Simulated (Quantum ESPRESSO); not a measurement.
# GaAl3As3N: input and log of a self-consistent run

A calculation, not a measurement. The program is pw.x of Quantum ESPRESSO 7.5 (plane-wave density functional theory). The cell is made up: 8 atoms on a zincblende/diamond lattice, with randomly drawn elements, strain and displacements, not relaxed. PseudoDojo standard norm-conserving files (v0.5 for PBE, v0.4.1 for LDA and PBEsol) set the functional; there is no spin polarisation, spin-orbit coupling or dispersion term, and the masses in the input are unused placeholders.

Input:

```
&control calculation='scf', pseudo_dir='./dojo.nc.sr.pbe.v0_5.standard.upf', outdir='./o', disk_io='medium', tprnfor=.true., tstress=.true. /
&system ibrav=0, nat=8, ntyp=4, nbnd=42, ecutwfc=84.00895049, nosym=.true., tot_charge=0,
 occupations='smearing', smearing='fd', degauss=0.0018374661
/
&electrons conv_thr=7.350e-09, electron_maxstep=60, /
ATOMIC_SPECIES
Al 1.0 Al.upf
As 1.0 As.upf
Ga 1.0 Ga.upf
N 1.0 N.upf
CELL_PARAMETERS angstrom
5.4442 -0.0116 -0.0067
-0.0116 5.4309 -0.0062
-0.0067 -0.0062 5.5509
ATOMIC_POSITIONS angstrom
Ga 0.0798 0.0032 0.1008
Al 0.0029 2.7059 2.7318
Al 2.6933 -0.1296 2.7749
Al 2.7379 2.6334 -0.0332
As 1.3009 1.3287 1.4223
As 1.3714 4.0314 4.2155
N 4.1564 1.371 4.0501
As 4.0831 3.9485 1.3939
K_POINTS automatic
4 4 4 1 1 1
```

The log is shortened where brackets say so; the opening notice, blank lines, dates and the lines on written files are dropped, and the path of the files is cut. It prints rydbergs, bohrs and kilobars, and counts compression as positive stress. With no partly filled state, the Fermi energy that it prints is only some level between the filled and the empty states on the mesh, and need not lie in the true gap.

```
     Program PWSCF v.7.5
     Parallel version (MPI & OpenMP), running on       1 processor cores
     Number of MPI processes:                 1
     Threads/MPI process:                     1
     [start-up lines left out]
     bravais-lattice index     =            0
     lattice parameter (alat)  =      10.2881  a.u.
     unit-cell volume          =    1107.5484 (a.u.)^3
     number of atoms/cell      =            8
     number of atomic types    =            4
     number of electrons       =        72.00
     number of Kohn-Sham states=           42
     kinetic-energy cutoff     =      84.0090  Ry
     charge density cutoff     =     336.0358  Ry
     scf convergence threshold =      7.3E-09
     mixing beta               =       0.7000
     number of iterations used =            8  plain     mixing
     Exchange-correlation= PBE
                           (   1   4   3   4   0   0   0)
     [axes and pseudopotential details left out]
   Cartesian axes
     site n.     atom                  positions (alat units)
         1        Ga     tau(   1) = (   0.0146578   0.0005878   0.0185151  )
         2        Al     tau(   2) = (   0.0005327   0.4970229   0.5017802  )
         3        Al     tau(   3) = (   0.4947085  -0.0238051   0.5096969  )
         4        Al     tau(   4) = (   0.5029006   0.4837060  -0.0060982  )
         5        As     tau(   5) = (   0.2389508   0.2440572   0.2612497  )
         6        As     tau(   6) = (   0.2519003   0.7404922   0.7743079  )
         7        N      tau(   7) = (   0.7634524   0.2518269   0.7439271  )
         8        As     tau(   8) = (   0.7499885   0.7252651   0.2560332  )
     number of k points=    32  Fermi-Dirac smearing, width (Ry)=  0.0018
                       cart. coord. in units 2pi/alat
        k(    1) = (   0.1254195   0.1257147   0.1228894), wk =   0.0625000
        k(    2) = (   0.1257218   0.1259952   0.3680853), wk =   0.0625000
     [further k points left out]
     Dense  grid:   115157 G-vectors     FFT dimensions: (  64,  60,  64)
     Estimated max dynamical RAM per process >     157.19 MB
     Initial potential from superposition of free atoms
     starting charge      71.9893, renormalised to      72.0000
     Starting wfcs are   52 randomized atomic wfcs
     total cpu time spent up to now is       15.5 secs
     per-process dynamical memory:    97.5 Mb
     Self-consistent Calculation
     iteration #  1     ecut=    84.01 Ry     beta= 0.70
     Davidson diagonalization with overlap
     ethr =  1.00E-02,  avg # of iterations =  3.4
     total cpu time spent up to now is       53.4 secs
     total energy              =    -823.48207335 Ry
     estimated scf accuracy    <       1.04331086 Ry
     iteration #  2     ecut=    84.01 Ry     beta= 0.70
     Davidson diagonalization with overlap
     ethr =  1.45E-03,  avg # of iterations =  7.1
     total cpu time spent up to now is       87.3 secs
     total energy              =    -823.11657166 Ry
     estimated scf accuracy    <       6.12442072 Ry
     iteration #  3     ecut=    84.01 Ry     beta= 0.70
     Davidson diagonalization with overlap
     ethr =  1.45E-03,  avg # of iterations =  5.1
     total cpu time spent up to now is      122.8 secs
     total energy              =    -824.03110703 Ry
     estimated scf accuracy    <       0.08380765 Ry
     iteration #  4     ecut=    84.01 Ry     beta= 0.70
     Davidson diagonalization with overlap
     ethr =  1.16E-04,  avg # of iterations =  3.0
     total cpu time spent up to now is      151.7 secs
     total energy              =    -824.03853891 Ry
     estimated scf accuracy    <       0.00998370 Ry
     iteration #  5     ecut=    84.01 Ry     beta= 0.70
     Davidson diagonalization with overlap
     ethr =  1.39E-05,  avg # of iterations =  6.8
     total cpu time spent up to now is      187.3 secs
     total energy              =    -824.04033918 Ry
     estimated scf accuracy    <       0.00081727 Ry
     iteration #  6     ecut=    84.01 Ry     beta= 0.70
     Davidson diagonalization with overlap
     ethr =  1.14E-06,  avg # of iterations =  3.9
     total cpu time spent up to now is      218.5 secs
     total energy              =    -824.04045417 Ry
     estimated scf accuracy    <       0.00016394 Ry
     iteration #  7     ecut=    84.01 Ry     beta= 0.70
     Davidson diagonalization with overlap
     ethr =  2.28E-07,  avg # of iterations =  3.2
     total cpu time spent up to now is      246.3 secs
     total energy              =    -824.04048315 Ry
     estimated scf accuracy    <       0.00000897 Ry
     iteration #  8     ecut=    84.01 Ry     beta= 0.70
     Davidson diagonalization with overlap
     ethr =  1.25E-08,  avg # of iterations =  3.7
     total cpu time spent up to now is      276.3 secs
     total energy              =    -824.04048545 Ry
     estimated scf accuracy    <       0.00000146 Ry
     iteration #  9     ecut=    84.01 Ry     beta= 0.70
     Davidson diagonalization with overlap
     ethr =  2.03E-09,  avg # of iterations =  3.1
     total cpu time spent up to now is      304.5 secs
     total energy              =    -824.04048580 Ry
     estimated scf accuracy    <       0.00000018 Ry
     iteration # 10     ecut=    84.01 Ry     beta= 0.70
     Davidson diagonalization with overlap
     ethr =  2.44E-10,  avg # of iterations =  2.1
     total cpu time spent up to now is      331.3 secs
     total energy              =    -824.04048581 Ry
     estimated scf accuracy    <       0.00000004 Ry
     iteration # 11     ecut=    84.01 Ry     beta= 0.70
     Davidson diagonalization with overlap
     ethr =  5.06E-11,  avg # of iterations =  2.4
     total cpu time spent up to now is      359.2 secs
     End of self-consistent calculation
          k = 0.1254 0.1257 0.1229 ( 14394 PWs)   bands (ev):
   -28.0784 -28.0540 -28.0406 -28.0093 -28.0075 -27.9432 -27.9382 -27.9340
   -27.9281 -27.9235 -27.9225 -27.9101 -27.9077 -27.9043 -27.9001  -7.9423
    -7.8554  -7.7661  -7.7357  -7.7323  -5.6446  -4.4746  -3.6844  -3.5906
     0.8183   1.4085   1.5449   3.8135   3.9835   4.3216   4.4760   4.8536
     5.0186   5.5875   6.5186   6.6909   7.8782   8.9540   9.2008   9.3361
     9.9409  10.2780
     [levels at the other k points left out]
     the Fermi energy is     7.2967 ev
!    total energy              =    -824.04048582 Ry
     estimated scf accuracy    <          1.5E-09 Ry
     smearing contrib. (-TS)   =      -0.00000000 Ry
     internal energy E=F+TS    =    -824.04048582 Ry
     The total energy is F=E-TS. E is the sum of the following terms:
     one-electron contribution =    -518.87107196 Ry
     hartree contribution      =     296.16667084 Ry
     xc contribution           =    -196.95804890 Ry
     ewald contribution        =    -404.37803580 Ry
     convergence has been achieved in  11 iterations
     Forces acting on atoms (cartesian axes, Ry/au):
     atom    1 type  3   force =    -0.09528253    0.00646462   -0.09326413
     atom    2 type  1   force =    -0.06434709   -0.07119693    0.12387710
     atom    3 type  1   force =     0.07556478    0.08774177    0.04585808
     atom    4 type  1   force =     0.07036634   -0.07840176   -0.06702578
     atom    5 type  2   force =     0.07432366    0.01622010    0.01551979
     atom    6 type  2   force =    -0.02008370   -0.00594277   -0.00553420
     atom    7 type  4   force =    -0.02301966    0.00587293    0.00745955
     atom    8 type  2   force =    -0.01752179    0.03924204   -0.02689040
     Total force =     0.288381     Total SCF correction =     0.000147
     Computing stress (Cartesian axis) and pressure
          total   stress  (Ry/bohr**3)                   (kbar)     P=       25.80
   0.00018812  -0.00006723   0.00014817           27.67       -9.89       21.80
  -0.00006723   0.00021706   0.00007710           -9.89       31.93       11.34
   0.00014817   0.00007710   0.00012090           21.80       11.34       17.78
     init_run     :     13.21s CPU     15.36s WALL (       1 calls)
     electrons    :    324.41s CPU    343.80s WALL (       1 calls)
     forces       :      3.83s CPU      3.87s WALL (       1 calls)
     stress       :     16.39s CPU     16.52s WALL (       1 calls)
     [timing details left out]
     PWSCF        :   5m58.06s CPU   6m20.17s WALL
     JOB DONE.
```

In other units: free energy -11211.642 eV for the cell, pressure 2.58 GPa, largest force component 3.185 eV/Å. A rerun of this cell at 1437 eV and a 6 x 6 x 6 mesh moved values by no more than 0.008 eV in energy, 0.02 GPa in stress and 0.002 eV/Å in force.